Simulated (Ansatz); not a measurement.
Cr₂C (P4/nmm), relaxed with PBE (Ansatz, an electronic-structure program, plane waves, PAW): a = b = 3.123 Å, c = 5.658 Å, α = β = γ = 90.00°.

```
Quantity                                           Result
--------------------------------  -----------------------
ΔH_f (eV/atom)                                       0.23
spin order, net moment (μB/atom)  ferromagnetic; net 0.18
```

Problem. The same phase is relaxed and computed with r²SCAN in the same code. What are the cell and these values now?

Solution. a = b = 3.1424 Å, c = 5.6374 Å, α = β = γ = 90.00°.

ΔH_f (eV/atom): 0.31
spin order, net moment (μB/atom): ferromagnetic; net 0.51

Spin orders computed, not proven ground states: Cr2C, P4/nmm (Cr on 2a, Cr on 2c, C on 2c) with PBE ferromagnetic; Cr2C, P4/nmm (Cr on 2a, Cr on 2c, C on 2c) with r²SCAN ferromagnetic. Constructed cells (a structure type filled with these elements, in neither database checked): Cr2C, P4/nmm (Cr on 2a, Cr on 2c, C on 2c). All cells were relaxed under the symmetry of their starts (and spin orders); stability against distortions was not tested throughout.

Potentials: the later of the program's two PAW sets.

Ansatz is a plane-wave DFT program.

Formation energies count from the lowest solids of the elements computed at the same level, not from gases.
